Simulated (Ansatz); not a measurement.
# Fields on a plane of TiO2 (anatase)

```xyz
6
Lattice="-1.8992 1.8992 4.8519 1.8992 -1.8992 4.8519 1.8992 1.8992 -4.8519" Properties=species:S:1:pos:R:3 pbc="T T T"
Ti     0.0000     0.0000     4.8519
Ti     1.8992     0.0000     2.4260
O      0.0000     0.0000     2.8490
O      1.8992     0.0000     0.4231
O      1.8992     0.0000     4.4288
O      0.0000     0.0000     6.8548
```

The slice is a (001) plane (indices of the conventional cell) through the point (0.044, 0.544, 0.500) (fractional), spanned by u = [101] and v = [011] in vectors of this cell: u (3.80 Å) and v (3.80 Å, at 90° to u). It covers one period; positions are fractions (u, v).

Atoms on it: O at (0.00, 0.00). Other atoms lie within 1 Å of the plane.

Method: PBE (plane waves to 420 eV, PAW, scalar-relativistic; Ansatz, a program for electronic structure). k mesh 12×12×12. These are valence fields of a PAW run, semicore shells included where kept as valence: close to a nucleus they are smooth pseudo fields. The PAW data are Ansatz's earlier set. TiO2 is run without spin polarisation. TiO2 was relaxed with its symmetry unable to fall.

```tsv
v \ u	0.00	0.11	0.21	0.32	0.43	0.54	0.64	0.75	0.86	0.96
0.93	x	x	<2.0	<2.0	x	x	x	<2.0	x	x
0.86	x	x	3.0	<2.0	x	x	<2.0	<2.0	x	x
0.79	6.0	6.7	5.7	<2.0	<2.0	<2.0	<2.0	4.3	6.8	6.3
0.71	9.1	8.9	7.6	4.8	<2.0	<2.0	3.7	6.8	8.7	9.1
0.64	9.8	9.6	8.8	7.4	5.5	5.2	6.8	8.4	9.4	9.8
0.57	10.0	9.8	9.4	8.5	7.0	6.7	7.9	9.2	9.7	10.0
0.50	10.0	9.9	9.6	8.7	7.1	6.8	8.0	9.4	9.8	10.0
0.43	10.0	9.8	9.4	8.5	7.0	6.8	7.7	9.2	9.7	10.0
0.36	9.8	9.6	8.8	7.3	5.5	5.0	6.9	8.4	9.4	9.8
0.29	9.1	8.9	7.6	4.8	<2.0	<2.0	3.7	6.8	8.7	9.1
0.21	6.0	6.7	5.7	<2.0	<2.0	<2.0	<2.0	4.3	6.8	6.2
0.14	x	x	3.0	<2.0	x	x	<2.0	<2.0	x	x
0.07	x	x	<2.0	<2.0	x	x	x	<2.0	x	x
0.00	x	x	<2.0	x	x	x	x	<2.0	x	x
```

Values: electrostatic potential energy of an electron, from the cell's mean, in eV. Points within 0.8 Å of a nucleus are blanked (x), as the pseudised field means little there. Values under 2 eV are set to 2. The zero, the cell's mean, hangs on the PAW cores.

```
|@@@%##*++*#%@@@@@%#*++*##%@@|
|@@@%#**++*##%@@@%##*++**#%@@|
|%%%##*++++*#%%%%%#*++++*##%%|
|###**++===+*#####*+===++**##|
|****++=====++***++=====++***|
|++++===---===+++===---===+++|
|=====-------=====-------====|
|------:::---=====---:::-----|
|:::::::::---=====---::::::::|
|::....:::--=======--:::....:|
|......::--===+++===--::.....|
|    ..::--==+++++==--::..   |
|     ..:--==+++++==--:..    |
|     .::--==+++++==--::.    |
|     ..:--==+++++==--:..    |
|    ..::--==+++++==--::..   |
|......::--===+++===--::.....|
|::....:::--=======--:::....:|
|:::::::::---=====---::::::::|
|------:::---=====---:::-----|
|=====-------=====-------====|
|++++===---===+++===---===+++|
|****++=====++***++=====++***|
|###**++===+*#####*+===++**##|
|%%%##*++++*#%%%%%#*++++*##%%|
|@@@%#**++*##%@@@%##*++**#%@@|
|@@@%##*++*#%@@@@@%#*++*##%@@|
|@@@%%#*++*#%@@@@@%#*++*#%%@@|
```
Scale: ten equal steps from -1.80 (start of ' ') to 0.94 (end of '@'), in the order ' .:-=+*#%@'. Values: log₁₀ of the valence density in e/Å³. The map has 28 points along u (one character each, u = 0 at the left) and 28 along v (v = 0 in the bottom row). The scale is logarithmic, as a density can span decades between atoms and voids.
